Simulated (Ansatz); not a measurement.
Input file for Ansatz (a program for electronic structure):

Ansatz 0.2 input:
```yaml
crystal:
  lattice:
    - [6.9016062917, 1.9198564131, 0.0]
    - [-6.9016062917, 1.9198564131, 0.0]
    - [-0.745168216, 0.0, 6.2821075115]
  atoms:
    - { symbol: Si, position: [0.0553039312, 0.9446960688, 0.8733469566] }
    - { symbol: Si, position: [0.9446960688, 0.0553039312, 0.1266530434] }
    - { symbol: Si, position: [0.5590796579, 0.4409203421, 0.6532937772] }
    - { symbol: Si, position: [0.4409203421, 0.5590796579, 0.3467062228] }
    - { symbol: Si, position: [0.212530421, 0.787469579, 0.0569981689] }
    - { symbol: Si, position: [0.787469579, 0.212530421, 0.9430018311] }
    - { symbol: Si, position: [0.7270381999, 0.2729618001, 0.5857293751] }
    - { symbol: Si, position: [0.2729618001, 0.7270381999, 0.4142706249] }
kpoints:
  mp_grid: { grid: [5, 5, 3] }
hamiltonian:
  xc: hse06
  pseudopotentials: { azcp: { folder: ./paw }, kind: paw }
scf:
  n_extra_bands: 8
  occupations: { method: fixed }
output:
  eigenvalues: true
  eigenstates:
    e_range: [-9.0, 8.2]
    kpoints:
      - [0.0, 0.0, 0.0]  # VBM
      - [0.466146, -0.466146, -0.460937]  # CBM
      - [0.0, 0.0, 0.0]  # GAMMA
      - [-0.5, 0.5, 0.0]  # Y_2
      - [0.0, 0.0, 0.5]  # A
      - [-0.5, 0.5, 0.5]  # M_2
      - [0.0, 0.5, 0.0]  # V_2
      - [0.0, 0.5, 0.5]  # L_2
      - [0.2696175664, 0.2696175664, 0.0]  # C
      - [-0.2696175664, 0.7303824336, 0.0]  # C_2
      - [-0.2645755888, 0.7354244112, 0.5]  # D
      - [0.2645755888, 0.2645755888, 0.5]  # D_2
```

Output (shortened):

```
Pseudopotential: Si, paw, valence charge 4
Functional definition: HSE06
davidson cushion auto → on  (no smearing: the cushion is to keep the highest requested band from converging to the state above it …
Crystal: 8 atoms, lattice volume = 166.477 Å³
Basis set: ecut = 420 eV, 3247 PW (Γ)
Bands: 24, of which v1, the nominal top of the filled ones, is band 16 counted from 1 (15 counted from 0)
Symmetry: 4 space group operations
Space group: C2/m (ITA 12), of the structure as read, at distance tolerance 5.5e-5 Å
k-points: 24 of 75
SCF iter   1: F=—  HF=-5086.696321 eV  |F-HF|=—  |Δ(HF+E_count)|=         —  Δρ=4.55e-2  dr2=3.68e0  ethr=1.00e-1  ⟨swp⟩=5.1  Hψ=2320  notcnv=0
preconditioner: auto → none
SCF iter   2: F=—  HF=-5085.988507 eV  |F-HF|=—  |Δ(HF+E_count)|=   7.08e-1  Δρ=2.01e-2  dr2=7.00e-1  ethr=1.15e-2  ⟨swp⟩=4.4  Hψ=1503  notcnv=0  defer=9
SCF iter   3: F=—  HF=-5085.949229 eV  |F-HF|=—  |Δ(HF+E_count)|=   3.93e-2  Δρ=8.20e-3  dr2=3.90e-1  ethr=2.19e-3  ⟨swp⟩=4.6  Hψ=1703  notcnv=0  defer=6
iter 4 solved again at ethr=2.05e-5 eV; its pass at ethr=1.22e-3 eV (dr2=6.57e-3 eV) is discarded
SCF iter   4: F=—  HF=-5085.856611 eV  |F-HF|=—  |Δ(HF+E_count)|=   9.26e-2  Δρ=1.73e-3  dr2=7.64e-3  ethr=2.05e-5  ⟨swp⟩=5.1  Hψ=3554  notcnv=0
SCF iter   5: F=—  HF=-5085.855538 eV  |F-HF|=—  |Δ(HF+E_count)|=   1.07e-3  Δρ=5.25e-4  dr2=6.39e-4  ethr=2.05e-5  ⟨swp⟩=3.7  Hψ=1565  notcnv=0
SCF iter   6: F=—  HF=-5085.855518 eV  |F-HF|=—  |Δ(HF+E_count)|=   2.02e-5  Δρ=1.30e-4  dr2=4.28e-5  ethr=2.00e-6  ⟨swp⟩=3.7  Hψ=1635  notcnv=0
SCF iter   7: F=-5085.855525 eV  HF=-5085.855526 eV  |F-HF|=1.19e-6  |Δ(HF+E_count)|=   8.89e-6  Δρ=4.94e-5  dr2=6.07e-6  ethr=1.34e-7  ⟨swp⟩=4.2  Hψ=1802  notcnv=0
SCF 1 stopped early in 7 iterations: F = -5085.855525 eV  dr2 = 6.07e-6
Crystal: 8 atoms, lattice volume = 166.477 Å³
Exchange kernel: α = 0.2500, screened, ω = 0.2079 Å⁻¹, Wigner–Seitz truncation, v(0) = 1045.1923 eV·Å³, q-mesh 5×5×3, nearest image of the exchange supercell L …
Frozen-core exchange: fock
SCF iter   1: F=—  HF=-5089.701836 eV  |F-HF|=—  |Δ(HF+E_count)|=         —  Δρ=3.20e-3  dr2=1.33e-2  ethr=1.90e-7  ⟨swp⟩=9.5  Hψ=4298  notcnv=0
preconditioner: auto → none
SCF iter   2: F=—  HF=-5089.695579 eV  |F-HF|=—  |Δ(HF+E_count)|=   6.26e-3  Δρ=7.83e-4  dr2=2.17e-3  ethr=1.90e-7  ⟨swp⟩=5.5  Hψ=2599  notcnv=0  defer=1
SCF iter   3: F=—  HF=-5089.708340 eV  |F-HF|=—  |Δ(HF+E_count)|=   1.28e-2  Δρ=5.83e-4  dr2=4.33e-4  ethr=1.90e-7  ⟨swp⟩=5.9  Hψ=2802  notcnv=0  defer=1
SCF iter   4: F=—  HF=-5089.708182 eV  |F-HF|=—  |Δ(HF+E_count)|=   1.58e-4  Δρ=8.26e-5  dr2=5.90e-5  ethr=1.90e-7  ⟨swp⟩=3.9  Hψ=1893  notcnv=0
SCF iter   5: F=—  HF=-5089.708622 eV  |F-HF|=—  |Δ(HF+E_count)|=   4.39e-4  Δρ=1.24e-4  dr2=3.03e-5  ethr=1.96e-8  ⟨swp⟩=5.3  Hψ=2613  notcnv=0  defer=2
SCF iter   6: F=-5089.708610 eV  HF=-5089.708611 eV  |F-HF|=5.54e-7  |Δ(HF+E_count)|=   1.08e-5  Δρ=1.24e-5  dr2=1.99e-6  ethr=1.96e-8  ⟨swp⟩=4.2  Hψ=2033  notcnv=0
SCF 2 stopped early in 6 iterations: F = -5089.708610 eV  dr2 = 1.99e-6
hybrid outer 1: dexx = +1.577e-2 eV, tail = 1.28e-5 eV
Crystal: 8 atoms, lattice volume = 166.477 Å³
Exchange kernel: α = 0.2500, screened, ω = 0.2079 Å⁻¹, Wigner–Seitz truncation, v(0) = 1045.1923 eV·Å³, q-mesh 5×5×3, nearest image of the exchange supercell L …
Frozen-core exchange: fock
SCF iter   1: F=—  HF=-5089.708595 eV  |F-HF|=—  |Δ(HF+E_count)|=         —  Δρ=1.69e-5  dr2=4.11e-7  ethr=2.00e-7  ⟨swp⟩=3.4  Hψ=1322  notcnv=0
preconditioner: auto → none
SCF iter   2: F=—  HF=-5089.708595 eV  |F-HF|=—  |Δ(HF+E_count)|=   4.77e-7  Δρ=8.16e-6  dr2=1.06e-7  ethr=1.11e-9  ⟨swp⟩=5.8  Hψ=2400  notcnv=0  defer=8
iter 3 solved again at ethr=1.08e-11 eV; its pass at ethr=2.88e-10 eV (dr2=3.44e-9 eV) is discarded
SCF iter   3: F=-5089.708595 eV  HF=-5089.708595 eV  |F-HF|=7.69e-10  |Δ(HF+E_count)|=   2.91e-8  Δρ=2.51e-6  dr2=4.63e-9  ethr=1.08e-11  ⟨swp⟩=4.2  Hψ=3229  notcnv=0
SCF 3 converged in 3 iterations: F = -5089.708595 eV  dr2 = 4.63e-9
hybrid outer 2: dexx = +4.482e-7 eV, tail = 1.24e-8 eV, Δε = 5.61e-4 eV (about 2.07e-5 eV left of the loop's levels)
NSCF: frozen V_eff on 12 k-points
hybrid SCF converged: 2 outer / 9 inner (+7 warm-up), last move |dexx| = 4.48e-7 eV, tail = 1.24e-8 eV
Stability not checked (fock_operator)
Free energy (F): -5089.708595 eV
Frozen-core exchange: fock
Harris-Foulkes:  -5089.708595 eV  (|F-HF|=7.69e-10)
Internal energy: -5089.708595 eV  (E = F + TS)
E sigma→0 (E₀):  -5089.708595 eV
Fermi energy:    5.733618 eV
--- Per-component energies (eV) ---
  E_band       = -2.461575
  E_kinetic    = 325.548131
  E_local      = -256.903525  (includes V_loc(G=0)·N_el)
  E_nonlocal   = 178.569528
  E_hartree    = 85.557830
  E_xc         = -367.730273
  E_vxc        = -311.559811  (∫ρ·V_xc dr)
  E_exx        = -44.563555  (= α·E_x^exact, valence–valence)
  E_paw        = -4134.257343  (= ΣΔE_a)
  E_vpaw       = -20.104890  (= ΣTr[D̂ρ^β])
  E_aug_tail   = 0.000307  (compensation charges beyond the density's cutoff)
  E_ewald      = -875.456763
  E_core_change = -0.472931  (= ΣΔE_core)
  E_smearing   =  0.000000  (= −TS)
  E_closure    = 0.000000  (closes the sum)
  Σ components = -5089.708595   (vs F -5089.708595, Δ=9.09e-13)
  [band-id]    e_kinetic+e_local+e_nonlocal+2·e_hartree+e_vxc+2·e_exx+e_vpaw+e_augmentation_tail = -2.461712   (vs E_band -2.461575, Δ=-1.38e-4)
--- Band table (eV; the first three rows and the last of 24) ---
  k-point 0: bands = ["-7.8540", "-5.3475", "-5.1081", "-4.4860", "-2.4026", "-1.7929", "-0.0898", "0.7074", "1.9545", "2.6114", "3.1938", "4.4546", "4.7430", "4.8953", "5.3040", "5.7336", "6.8178", "7.8270", "8.0483", "8.3823", "8.6443", "8.9607", "9.5316", "9.5377"]
  k-point 1: bands = ["-7.4846", "-6.3309", "-5.0835", "-4.2524", "-2.3512", "-1.4991", "0.2846", "1.2113", "2.8789", "2.8936", "3.3278", "3.4743", "3.6866", "4.2544", "4.7784", "5.0141", "7.0740", "7.8668", "8.2159", "8.6569", "8.8043", "9.3819", "9.6886", "9.7420"]
  k-point 2: bands = ["-7.4405", "-5.2701", "-4.4593", "-4.1283", "-2.7853", "-1.7564", "0.1388", "0.5731", "1.3507", "1.9215", "2.2696", "2.7747", "3.2983", "3.9495", "4.2016", "5.0076", "7.7606", "8.9633", "9.1491", "9.4170", "9.5746", "9.7592", "10.0580", "10.2926"]
  k-point 23: bands = ["-7.2301", "-6.4463", "-5.3048", "-4.9168", "-1.8210", "0.1269", "0.5834", "0.9277", "1.9466", "2.6489", "3.2620", "3.5415", "3.5786", "3.6696", "4.2394", "5.0218", "6.5728", "7.5432", "8.1699", "8.6579", "9.4222", "9.6063", "9.7508", "10.0870"]
```

Cost: very roughly 9 core-minutes on shared cores.

The points marked VBM and CBM come from a semilocal run.

The workflow started from a Materials Project entry (that database holds measured and hypothetical structures alike); the Crystallography Open Database copy checked does not list it. It is not the phase usual at ambient conditions (space group No. 227). Symmetry was held in the PBEsol relaxation; its stability against distortions is not shown here.

Potentials: the earlier of the program's two PAW sets.

Ansatz is a plane-wave DFT program.
